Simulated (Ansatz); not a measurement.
## Is this Cd₃Se₂S structure a true minimum?

The structure comes from a generated guess, relaxed at this level; another structure or a mixture of phases may lie lower.

All numbers below come from DFT PBE, scalar-relativistic, plane waves, PAW (Ansatz). Plane waves to 420 eV, a k mesh through Γ of 12×12×4 on the computed 6-atom cell and Gaussian smearing (0.02 eV); no spin polarisation.

The cell below (6 atoms, space group P3m1 (No. 156)) is relaxed within its symmetry.

```
CELL_PARAMETERS angstrom
4.31558 0.00000 0.00000
-2.15779 3.73740 0.00000
0.00000 0.00000 10.58610
ATOMIC_POSITIONS crystal
Cd 0.33333 0.66667 0.00029
Cd 0.66667 0.33333 0.65784
Cd 0.00000 0.00000 0.34242
Se 0.66667 0.33333 0.91133
Se 0.33333 0.66667 0.25318
S 0.00000 0.00000 0.58495
```

For the test a repeat of it with 12 atoms (edges 4.32, 4.32, 21.17 Å) was strained at random (σ = 1.5 % a component), the atoms were moved at random (σ = 0.15 Å), and all was relaxed again on a coarse 6×6×1 mesh (in the run’s order of axes) with 0.10 eV smearing, with no symmetry imposed.

Problem. What happens?

Solution. It returns, within 1 meV/atom of the unmoved cell on that mesh and with the same symmetry when read at 0.1 Å (P1 at 0.01 Å, so small strains and shifts remain). No instability shows in this cell; modes of other wave vectors, which need another repeat, aren't tested.
